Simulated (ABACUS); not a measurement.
Band structure of Te₂Mo (P6_3/mmc, 6 atoms in the cell; from Materials Project mp-602, lattice scaled a little).

```
Te2Mo
1.0
    3.59703     0.00000     0.00000
   -1.79851     3.11512     0.00000
    0.00000     0.00000    14.77668
Te Mo
4 2
Direct
  0.33333   0.66667   0.62782
  0.66667   0.33333   0.37218
  0.66667   0.33333   0.12782
  0.33333   0.66667   0.87218
  0.33333   0.66667   0.25000
  0.66667   0.33333   0.75000
```

All values come from this method and carry its errors: PBE, numerical atomic orbitals TZDP (confined pseudo-atomic orbitals with Gaussian additions; energy shift 0.01 Ry), PseudoDojo 0.5 standard norm-conserving PBE (tails mended) pseudopotentials run with ABACUS.

Settings: basis = TZDP numerical atomic orbitals, energy shift 0.01 Ry; KPT = Gamma 6 6 2 0 0 0; basis_type = lcao; dft_functional = PBE; ecutwfc = 100 Ry; smearing_method = gaussian; smearing_sigma = 0.000734986 Ry; potentials = PseudoDojo 0.5 standard norm-conserving PBE (tails mended); symmetry = 1; symmetry_prec = 1e-05; nbands = 58; ks_solver = genelpa; scf_nmax = 100; scf_thr = 1.0e-06.

Spin-orbit coupling is left out, which matters for bands and gaps with elements this heavy. The atom-centred basis is finite, which shifts total energies, pressures, gaps and forces against plane waves. The structure comes from a collection of computed structures, made at another level of theory; the collection holds predicted forms beside known ones. Its lattice was then scaled.

### Question
Predict the gap along the standard path and the places of the band edges.

### Answer
The gap along the path is 0.91 eV, from Γ to K; the smallest direct gap on it is 0.94 eV.

Points are given in units of this cell's reciprocal vectors. Levels in eV from the top of the valence band on the SCF mesh, bands 43 to 47:
```json
[
 {"point": "Γ (0 0 0)", "43": "-0.98", "44": "-0.72", "45": "-0.58", "46": "0.00", "47": "2.80"},
 {"point": "M (0.5 0 0)", "43": "-0.79", "44": "-0.77", "45": "-0.55", "46": "-0.41", "47": "1.22"},
 {"point": "K (0.333 0.333 0)", "43": "-1.70", "44": "-1.70", "45": "-0.14", "46": "-0.02", "47": "0.91"},
 {"point": "A (0 0 0.5)", "43": "-0.99", "44": "-0.99", "45": "-0.12", "46": "-0.12", "47": "2.82"},
 {"point": "L (0.5 0 0.5)", "43": "-0.77", "44": "-0.77", "45": "-0.48", "46": "-0.48", "47": "1.24"},
 {"point": "H (0.333 0.333 0.5)", "43": "-1.76", "44": "-1.76", "45": "-0.09", "46": "-0.09", "47": "0.92"}
]
```

Higher empty bands are left out: an atom-centred basis made for the valence describes them poorly.

The atomic orbitals were generated for these runs; they are not ABACUS's published sets and were checked against plane waves on a few crystals only.

“Tails mended”: in these copies of the files the far tail of each local potential was reset to the Coulomb form.
